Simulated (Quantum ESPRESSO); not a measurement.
# Electric field gradients in ZnCd3Te4 (changed cell)

```
CELL_PARAMETERS angstrom
      6.50858     0.00000     0.00000
      0.00000     6.50858     0.00000
      0.00000     0.00000     6.50858
ATOMIC_POSITIONS crystal
  Zn 0.00000 0.00000 0.00000
  Te 0.23978 0.23978 0.76022
  Cd 0.00000 0.50000 0.50000
  Te 0.23978 0.76022 0.23978
  Cd 0.50000 0.00000 0.50000
  Te 0.76022 0.23978 0.23978
  Cd 0.50000 0.50000 0.00000
  Te 0.76022 0.76022 0.76022
```
The cell was made here from a computed Materials Project entry: one of 4 Cd replaced by Zn, cell and atoms relaxed (PBE without dispersion, pw.x of a modified build of Quantum ESPRESSO, symmetry kept). The parent is CdTe in F-43m. The swapped cell is a model, not a known phase. Stability against distortions was not tested.

Principal values are ordered |Vxx| ≤ |Vyy| ≤ |Vzz|, η = (Vxx − Vyy)/Vzz, and C_Q = eQVzz/h is given by its size. Cores are frozen. Te, Cd had no test against all-electron runs. Spin–orbit coupling is left out, a limit on Te.

Quadrupole moments taken as inputs (sizes, barn, from the tables of PySCF and pymatgen): ⁶⁷Zn 0.15.

What do the calculations give at each independent site (field gradients by the PAW reconstruction of the field gradient on a scalar-relativistic PBE ground state (Quantum ESPRESSO, JTH datasets), 20 Ha, k-mesh 4×4×4 through Γ)?


| site | site symmetry | Vzz (10²¹ V/m²) | η_Q | ∣C_Q∣ (MHz) |
|---|---|---|---|---|
| Zn (atom 1) | -43m | 0 | – | 0 (⁶⁷Zn) |
| Te (atoms 2, 4, 6, 8) | 3m | 4.00 | 0.00 | – |
| Cd (atoms 3, 5, 7) | -42m | 1.89 | 0.00 | – |
